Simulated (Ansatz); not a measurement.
Ni₃Si (Cu3Au type)

```cif
data_Ni3Si
_chemical_formula_sum 'Si1 Ni3'
_space_group_name_H-M_alt 'Pm-3m'
_space_group_IT_number 221
_space_group_name_Hall '-P 4 2 3'
_cell_length_a 3.46456
_cell_length_b 3.46456
_cell_length_c 3.46456
_cell_angle_alpha 90.000
_cell_angle_beta 90.000
_cell_angle_gamma 90.000
loop_
_atom_site_label
_atom_site_type_symbol
_atom_site_symmetry_multiplicity
_atom_site_Wyckoff_symbol
_atom_site_fract_x
_atom_site_fract_y
_atom_site_fract_z
_atom_site_occupancy
Si1 Si 1 a 0.00000 0.00000 0.00000 1
Ni1 Ni 3 c 0.00000 0.50000 0.50000 1
```

The volume is varied about the relaxed value V₀ at fixed cell shape. Symmetry pins the atoms to their sites.

Method: r2SCAN (plane waves to 500 eV, PAW, scalar-relativistic; Ansatz, an electronic-structure program). k mesh 13×13×13 (Γ-centred), Fermi-Dirac smearing 0.05 eV. The energy includes the smearing's −TS. Stress and pressure are positive under compression. At this level the bands of Ni3Si touch or barely overlap. Ni3Si is run without spin polarisation. Ni3Si was relaxed with its symmetry unable to fall. ΔE is measured from the relaxed starting cell.

The scan covers V/V₀ from 0.840 to 1.160 in 11 points.

Question: What is the fitted pressure derivative B₀′?

Answer: 4.7.

Question: What bulk modulus B₀ follows from a third-order Birch-Murnaghan fit?

Answer: 239 GPa.

(A scan under strain: stresses follow from slopes of the energy per volume, elastic moduli from its curvatures.)
